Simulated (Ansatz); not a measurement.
# BaTiO₃: band masses and rigid-band transport, calculated with Ansatz

Space group Pm-3m (No. 221), 5 atoms in the cell of the first input below: a = 4.007 Å, b = 4.007 Å, c = 4.007 Å, α = 90.00°, β = 90.00°, γ = 90.00°.

The volume is a measured one, shape and positions are a prototype's, taken without relaxation (pressure -1.8 GPa with this functional, without spin–orbit coupling). Functional: r2SCAN.

Spin–orbit coupling is left out. Kohn–Sham gap between the band edges found on a fine mesh: 2.15 eV.

Levels at points 0.012 Å⁻¹ about the band edges give the masses:

```yaml
crystal:
  lattice:
    - [4.0072991724, 0.0, 0.0]
    - [0.0, 4.0072991724, 0.0]
    - [0.0, 0.0, 4.0072991724]
  atoms:
    - { symbol: Ba, position: [0.0, 0.0, 0.0] }
    - { symbol: Ti, position: [0.5, 0.5, 0.5] }
    - { symbol: O, position: [0.0, 0.5, 0.5] }
    - { symbol: O, position: [0.5, 0.5, 0.0] }
    - { symbol: O, position: [0.5, 0.0, 0.5] }
basis:
  ecutwfc: 500
  ecutrho_ratio: 4
kpoints:
  mp_grid: { grid: [8, 8, 8] }
hamiltonian:
  xc: r2scan
scf:
  occupations: { method: gaussian, width: 0.05 }
output:
  forces: true
  stress: true
  eigenvalues: true
  eigenstates:
    kpoints:
      - [-0.5, -0.5, -0.5]
      - [-0.492346622, -0.5, -0.5]
      - [-0.507653378, -0.5, -0.5]
      - [-0.5, -0.492346622, -0.5]
      - [-0.5, -0.507653378, -0.5]
      - [-0.5, -0.5, -0.492346622]
      - [-0.5, -0.5, -0.507653378]
      - [-0.494588245, -0.494588245, -0.5]
      - [-0.505411755, -0.505411755, -0.5]
      - [-0.494588245, -0.5, -0.494588245]
      - [-0.505411755, -0.5, -0.505411755]
      - [-0.5, -0.494588245, -0.494588245]
      - [-0.5, -0.505411755, -0.505411755]
      - [-0.49558132, -0.49558132, -0.49558132]
      - [-0.50441868, -0.50441868, -0.50441868]
      - [0.0, 0.0, 0.0]
      - [0.007653378, 0.0, 0.0]
      - [-0.007653378, 0.0, 0.0]
      - [0.0, 0.007653378, 0.0]
      - [0.0, -0.007653378, 0.0]
      - [0.0, 0.0, 0.007653378]
      - [0.0, 0.0, -0.007653378]
      - [0.005411755, 0.005411755, 0.0]
      - [-0.005411755, -0.005411755, 0.0]
      - [0.005411755, 0.0, 0.005411755]
      - [-0.005411755, 0.0, -0.005411755]
      - [0.0, 0.005411755, 0.005411755]
      - [0.0, -0.005411755, -0.005411755]
      - [0.00441868, 0.00441868, 0.00441868]
      - [-0.00441868, -0.00441868, -0.00441868]
    de_dk: true
    e_range: [-1.674099136902, 1.674095282434]
```

```bash
ansatz run input.yaml --threads 8 --pin off --max-ram 15360MiB --backend cpu --events-out ev --progress --plain --runs-dir out
```

Time: 3.8 s on 8 threads of Arm Neoverse N1, on a shared host, peak memory 0.58 GiB.

Edges at k = (-0.500, -0.500, -0.500) and (0.000, 0.000, 0.000); masses in electron masses along fixed Cartesian directions (which need not be the axes of a valley), negative for hole-like bands, for at most the three nearest levels of the same spin at these k-points, within 0.3 eV:

```json
{"edge": "valence", "band": "1", "from the edge (meV)": "0", "degeneracy": "3", "x": "-19", "y": "-19", "z": "-19", "111": "-2.235"}
{"edge": "valence", "band": "2", "from the edge (meV)": "0", "degeneracy": "3", "x": "-0.812", "y": "-0.812", "z": "-0.812", "111": "-0.966"}
{"edge": "valence", "band": "3", "from the edge (meV)": "0", "degeneracy": "3", "x": "-0.812", "y": "-0.812", "z": "-0.812", "111": "-0.966"}
{"edge": "conduction", "band": "1", "from the edge (meV)": "0", "degeneracy": "3", "x": "8.2", "y": "8.2", "z": "8.2", "111": "0.757"}
{"edge": "conduction", "band": "2", "from the edge (meV)": "0", "degeneracy": "3", "x": "0.439", "y": "0.439", "z": "0.439", "111": "0.596"}
{"edge": "conduction", "band": "3", "from the edge (meV)": "0", "degeneracy": "3", "x": "0.439", "y": "0.439", "z": "0.439", "111": "0.596"}
```

These curvatures agree with the slopes at the same points. They hold at the edge alone, and further out the bands need not be parabolic. Degenerate bands can be warped: each is named by its order in energy along a direction and has no mass tensor of its own.

The states of the whole zone with their velocity products:

```yaml
crystal:
  lattice:
    - [4.0072991724, 0.0, 0.0]
    - [0.0, 4.0072991724, 0.0]
    - [0.0, 0.0, 4.0072991724]
  atoms:
    - { symbol: Ba, position: [0.0, 0.0, 0.0] }
    - { symbol: Ti, position: [0.5, 0.5, 0.5] }
    - { symbol: O, position: [0.0, 0.5, 0.5] }
    - { symbol: O, position: [0.5, 0.5, 0.0] }
    - { symbol: O, position: [0.5, 0.0, 0.5] }
basis:
  ecutwfc: 500
  ecutrho_ratio: 4
kpoints:
  mp_grid: { grid: [8, 8, 8] }
hamiltonian:
  xc: r2scan
scf:
  occupations: { method: gaussian, width: 0.05 }
output:
  forces: true
  stress: true
  eigenvalues: true
  states_by_energy: { minimum_broadening: 0.05 }
```

```bash
ansatz run input.yaml --threads 8 --pin off --max-ram 15360MiB --backend cpu --events-out ev --progress --plain --runs-dir out
```

Time: 65 s on 8 threads of Arm Neoverse N1, with other jobs on the host, peak memory 1.2 GiB.

From that table, at a constant relaxation time τ with Fermi–Dirac weights and rigid bands:

```
T (K)  doping (cm⁻³)  μ − E_F (eV)  σ_xx/τ (10²⁰/Ω m s)  S_xx (μV/K)  Lorenz (10⁻⁸ V²/K²)  ħω_p,xx (eV)
  600         n 1e19         0.893              0.00361         -521                 1.73         0.133
  600         p 1e19        -0.823              0.00137          625                 1.65         0.082
  600         n 1e20         1.016               0.0359         -325                 1.74         0.419
  600         p 1e20        -0.944               0.0137          427                 1.65         0.259
  600         n 1e21         1.176                0.344         -143                 1.82         1.298
  600         p 1e21        -1.075                0.135          233                 1.72         0.814
  900         n 1e19         0.751              0.00343         -568                 1.57         0.130
  900         p 1e19        -0.653              0.00133          669                 1.59         0.081
  900         n 1e20         0.934               0.0342         -370                 1.58         0.409
  900         p 1e20        -0.832               0.0133          471                 1.59         0.255
  900         n 1e21         1.146                 0.33         -179                 1.66         1.272
  900         p 1e21        -1.022                0.132          274                 1.63         0.805
```

**Question.** Which of the dopings listed at 600 K has the largest power factor S²σ/τ along x?

**Answer.** n 1e19: 0.98, p 1e19: 0.54, n 1e20: 3.8, p 1e20: 2.5, n 1e21: 7, p 1e21: 7.3 (10¹¹ W/m K² s), so a tie between p 1e21 and n 1e21 cm⁻³, if τ is the same for all.

Caveats: melting, decomposition and changes of phase at these temperatures weren't checked; no scattering is computed, and the gap isn't corrected; no spin-orbit coupling, which matters for these elements.
